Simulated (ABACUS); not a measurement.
Set-up for a self-consistent single point of Ta₂N (Cm, 9 atoms in the cell; from Materials Project mp-1079438, changed as shown).

```yaml
crystal:
  lattice:
    - [5.29657, 0.00000, 0.00000]
    - [-2.64829, 4.58696, 0.00000]
    - [0.00000, 0.00000, 4.93918]
  atoms:
    - { symbol: Ta, position: [0.66637, 0.66637, 0.75362] }
    - { symbol: Ta, position: [0.33363, 0.33363, 0.24638] }
    - { symbol: Ta, position: [0.33363, 0.00000, 0.75362] }
    - { symbol: Ta, position: [0.66637, 0.00000, 0.24638] }
    - { symbol: Ta, position: [0.00000, 0.33363, 0.75362] }
    - { symbol: Ta, position: [0.00000, 0.66637, 0.23828] }
    - { symbol: N, position: [0.66667, 0.33333, 0.50000] }
    - { symbol: N, position: [0.33333, 0.66667, 0.50000] }
    - { symbol: N, position: [0.00000, 0.00000, 0.00000] }
```

Level of theory: PBEsol, numerical atomic orbitals DZP (confined pseudo-atomic orbitals; energy shift 0.01 Ry), PseudoDojo 0.4 standard norm-conserving PBEsol (tails mended) pseudopotentials (ABACUS 3.10.1).

ABACUS settings:

- basis = DZP numerical atomic orbitals, energy shift 0.01 Ry
- KPT = Gamma 6 6 6 0 0 0
- basis_type = lcao
- dft_functional = PBESOL
- ecutwfc = 100 Ry
- smearing_method = mp
- smearing_sigma = 0.00999582 Ry
- potentials = PseudoDojo 0.4 standard norm-conserving PBEsol (tails mended)
- symmetry = 1
- ks_solver = scalapack_gvx
- scf_nmax = 100
- scf_thr = 1.0e-07
- mixing_type = broyden
- mixing_beta = 0.4

Question: Estimate, at this level of theory: pressure and largest force (vector length).

Answer: The run gave:

```
Quantity                            Value
-----------------------------  ----------
Pressure                        -5.28 GPa
Largest force (vector length)  0.827 eV/Å
```

For comparison: a first run was changed to give this one (atom 6 moved by -0.04 angstrom along z), and from it to this one the free energy rises by 1.7 meV/atom, the pressure hardly changes (-5.26 to -5.28 GPa) and the largest force goes from under 0.1 to 0.83 eV/Å.

The atom-centred basis is finite, which shifts total energies, pressures and forces against plane waves. The structure comes from a collection of computed structures, made at another level of theory; the collection holds predicted forms beside known ones.

Cost on one core: very roughly 50 core-seconds.

The atomic orbitals were generated for these runs; they are not ABACUS's published sets and were checked against plane waves on a few crystals only.

“Tails mended”: in these copies of the files the far tail of each local potential was reset to the Coulomb form.
